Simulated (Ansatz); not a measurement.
An Ansatz (a quantum-chemistry and plane-wave program) run. Input:

Ansatz 0.2 input:
```yaml
crystal:
  lattice:
    - [5.9293199749, 0.0, 0.0]
    - [0.0, 5.9293199749, 0.0]
    - [0.0, 0.0, 6.955078027]
  atoms:
    - { symbol: Ge, position: [0.088555374, 0.088555374, 0.0] }
    - { symbol: Ge, position: [0.411444626, 0.588555374, 0.75] }
    - { symbol: Ge, position: [0.911444626, 0.911444626, 0.5] }
    - { symbol: Ge, position: [0.588555374, 0.411444626, 0.25] }
    - { symbol: Ge, position: [0.1720767621, 0.3694016751, 0.2574574649] }
    - { symbol: Ge, position: [0.1305983249, 0.6720767621, 0.0074574649] }
    - { symbol: Ge, position: [0.8279232379, 0.6305983249, 0.7574574649] }
    - { symbol: Ge, position: [0.8694016751, 0.3279232379, 0.5074574649] }
    - { symbol: Ge, position: [0.6720767621, 0.1305983249, 0.9925425351] }
    - { symbol: Ge, position: [0.6305983249, 0.8279232379, 0.2425425351] }
    - { symbol: Ge, position: [0.3279232379, 0.8694016751, 0.4925425351] }
    - { symbol: Ge, position: [0.3694016751, 0.1720767621, 0.7425425351] }
kpoints:
  mp_grid: { grid: [4, 4, 4] }
basis: { xc_grid: 2 }
hamiltonian:
  xc: pbesol
  pseudopotentials: { azcp: { folder: ./paw }, kind: paw }
scf:
  occupations: { method: fixed }
output:
  optics: { e_range: [0.0, 15.0], de: 0.05, sigma: 0.1, bands: { spectra_wanted_up_to: 12 eV } }
```

Output (shortened):

```
output.optics: the spectra are integrated over the Brillouin zone by k·p interpolation around the k-points, where levels, occupations, output.optics.sigma and …
Pseudopotential: Ge, paw, valence charge 14
Functional definition: PBEsol
Crystal: 12 atoms, lattice volume = 244.519 Å³
Basis set: ecut = 420 eV, 4751 PW (Γ), exchange–correlation on 80×80×96 points (8 copies of the dense FFT grid, shifted against one another)
Bands: 101, of which v1, the nominal top of the filled ones, is band 84 counted from 1 (83 counted from 0)
Symmetry: 8 space group operations
Space group: P43212 (ITA 96), of the structure as read, at distance tolerance 6.3e-5 Å
k-points: 18 of 64
SCF iter   1: F=—  HF=-51041.011198 eV  |F-HF|=—  |Δ(HF+E_count)|=         —  Δρ=3.26e-2  dr2=1.86e0  ethr=3.10e-3  ⟨swp⟩=4.8  Hψ=5536  notcnv=0  defer=256
preconditioner: auto → Resta (q_TF=auto, 2.563 Å⁻¹)
SCF iter   2: F=—  HF=-51040.838645 eV  |F-HF|=—  |Δ(HF+E_count)|=   1.73e-1  Δρ=1.90e-2  dr2=6.11e-1  ethr=1.11e-3  ⟨swp⟩=2.0  Hψ=2145  notcnv=0  defer=267
SCF iter   3: F=—  HF=-51040.770385 eV  |F-HF|=—  |Δ(HF+E_count)|=   6.83e-2  Δρ=1.86e-3  dr2=6.41e-3  ethr=3.64e-4  ⟨swp⟩=2.0  Hψ=2059  notcnv=0  defer=267
SCF iter   4: F=—  HF=-51040.759511 eV  |F-HF|=—  |Δ(HF+E_count)|=   1.09e-2  Δρ=7.56e-4  dr2=1.28e-3  ethr=3.82e-6  ⟨swp⟩=2.0  Hψ=3169  notcnv=0  defer=267
SCF iter   5: F=—  HF=-51040.759655 eV  |F-HF|=—  |Δ(HF+E_count)|=   1.44e-4  Δρ=2.02e-4  dr2=8.35e-5  ethr=7.61e-7  ⟨swp⟩=2.0  Hψ=3169  notcnv=0  defer=267
SCF iter   6: F=—  HF=-51040.759702 eV  |F-HF|=—  |Δ(HF+E_count)|=   4.68e-5  Δρ=4.47e-5  dr2=4.76e-6  ethr=4.97e-8  ⟨swp⟩=2.0  Hψ=3130  notcnv=0  defer=200
SCF iter   7: F=—  HF=-51040.759692 eV  |F-HF|=—  |Δ(HF+E_count)|=   1.01e-5  Δρ=1.49e-5  dr2=5.14e-7  ethr=2.83e-9  ⟨swp⟩=2.0  Hψ=3286  notcnv=0  defer=200
SCF iter   8: F=—  HF=-51040.759691 eV  |F-HF|=—  |Δ(HF+E_count)|=   3.16e-7  Δρ=3.91e-6  dr2=2.55e-8  ethr=3.06e-10  ⟨swp⟩=2.0  Hψ=3130  notcnv=0  defer=200
SCF iter  11: F=-51040.759691 eV  HF=-51040.759691 eV  |F-HF|=1.46e-11  |Δ(HF+E_count)|=  7.28e-12  Δρ=2.00e-8  dr2=1.04e-12  ethr=1.00e-12  ⟨swp⟩=8.8  Hψ=6750  notcnv=0
SCF 1 converged in 11 iterations: F = -51040.759691 eV  dr2 = 1.04e-12
NSCF: frozen V_eff on 18 k-points
Optics k sum: 0 of 18 k-points
Optics k sum: 1 of 18 k-points
Optics k sum: 2 of 18 k-points
Optics k sum: 3 of 18 k-points
Optics k sum: 4 of 18 k-points
Optics k sum: 5 of 18 k-points
Optics k sum: 6 of 18 k-points
Optics k sum: 7 of 18 k-points
Optics k sum: 8 of 18 k-points
Optics k sum: 9 of 18 k-points
Optics k sum: 10 of 18 k-points
Optics k sum: 11 of 18 k-points
Optics k sum: 12 of 18 k-points
Optics k sum: 13 of 18 k-points
Optics k sum: 14 of 18 k-points
Optics k sum: 15 of 18 k-points
Optics k sum: 16 of 18 k-points
Optics k sum: 17 of 18 k-points
Optics k sum: 18 of 18 k-points
Optics k sum: 0 of 18 k-points
Optics k sum: 1 of 18 k-points
Optics k sum: 2 of 18 k-points
Optics k sum: 3 of 18 k-points
Optics k sum: 4 of 18 k-points
Optics k sum: 5 of 18 k-points
Optics k sum: 6 of 18 k-points
Optics k sum: 7 of 18 k-points
Optics k sum: 8 of 18 k-points
Optics k sum: 9 of 18 k-points
Optics k sum: 10 of 18 k-points
Optics k sum: 11 of 18 k-points
Optics k sum: 12 of 18 k-points
Optics k sum: 13 of 18 k-points
Optics k sum: 14 of 18 k-points
Optics k sum: 15 of 18 k-points
Optics k sum: 16 of 18 k-points
Optics k sum: 17 of 18 k-points
Optics k sum: 18 of 18 k-points
output.optics: what the bands over the 154 summed would add to eps1, eps2 and the energy-loss function is held between a lower and an upper bound (7 Lanczos …
SCF converged after 11 iterations
Free energy (F): -51040.759691 eV
Harris-Foulkes:  -51040.759691 eV  (|F-HF|=1.46e-11)
Internal energy: -51040.759691 eV  (E = F + TS)
E sigma→0 (E₀):  -51040.759691 eV
Fermi energy:    9.121328 eV
--- Per-component energies (eV) ---
  E_band       = -1598.019185
  E_kinetic    = 1112.617540
  E_local      = -25061.168142  (includes V_loc(G=0)·N_el)
  E_nonlocal   = 2623.169928
  E_hartree    = 11995.643549
  E_xc         = -855.296521
  E_vxc        = -784.328617  (∫ρ·V_xc dr)
  E_paw        = -23657.445947  (= ΣΔE_a)
  E_vpaw       = -3479.597160  (= ΣTr[D̂ρ^β])
  E_aug_tail   = 0.000185  (compensation charges beyond the density's cutoff)
  E_ewald      = -17209.295537
  E_core_change = 11.015253  (= ΣΔE_core)
  E_smearing   =  0.000000  (= −TS)
  E_closure    =  0.000000  (closes the sum)
  Σ components = -51040.759691   (vs F -51040.759691, Δ=0.00e0)
  [band-id]    e_kinetic+e_local+e_nonlocal+2·e_hartree+e_vxc+e_vpaw+e_augmentation_tail = -1598.019169   (vs E_band -1598.019185, Δ=1.58e-5)
--- Band table (eV; the first three rows and the last of 18) ---
  k-point 0: bands = ["-15.1712", "-15.1436", "-15.1436", "-15.1251", "-15.1251", "-15.1249", "-15.1194", "-15.1036", "-15.1027", "-15.1027", "-15.0985", "-15.0964", "-15.0952", "-15.0684", "-15.0564", "-15.0544", "-15.0544", "-15.0332", "-15.0274", …
  k-point 1: bands = ["-15.1707", "-15.1573", "-15.1307", "-15.1234", "-15.1234", "-15.1234", "-15.1197", "-15.1096", "-15.1079", "-15.1034", "-15.1030", "-15.1002", "-15.0766", "-15.0626", "-15.0535", "-15.0523", "-15.0514", "-15.0369", "-15.0334", …
  k-point 2: bands = ["-15.1670", "-15.1670", "-15.1229", "-15.1229", "-15.1220", "-15.1220", "-15.1174", "-15.1174", "-15.1079", "-15.1079", "-15.1030", "-15.1030", "-15.0561", "-15.0561", "-15.0533", "-15.0533", "-15.0457", "-15.0457", "-15.0382", …
  k-point 17: bands = ["-15.1496", "-15.1496", "-15.1496", "-15.1496", "-15.1160", "-15.1160", "-15.1160", "-15.1160", "-15.0840", "-15.0840", "-15.0840", "-15.0840", "-15.0655", "-15.0655", "-15.0655", "-15.0655", "-15.0366", "-15.0366", "-15.0366", …
```

Cost: around 9 core-minutes (rough) on shared cores.

Space group P4_32_12. The first step of the workflow began from a Materials Project structure, measured or hypothetical; the Crystallography Open Database files this formula in space group No. 96, but the cells were not matched. It is not the phase usual at ambient conditions (space group No. 227). Symmetry was held in the PBEsol relaxation; its stability against distortions is not shown here. Scalar-relativistic: spin–orbit coupling is off unless named, which matters more the heavier the elements.

Potentials: the earlier of the program's two PAW sets. The files were generated under PBE; for other functionals the program regenerates the frozen cores, and for LDA and PBEsol the local potential too.

Ansatz is a plane-wave DFT program.
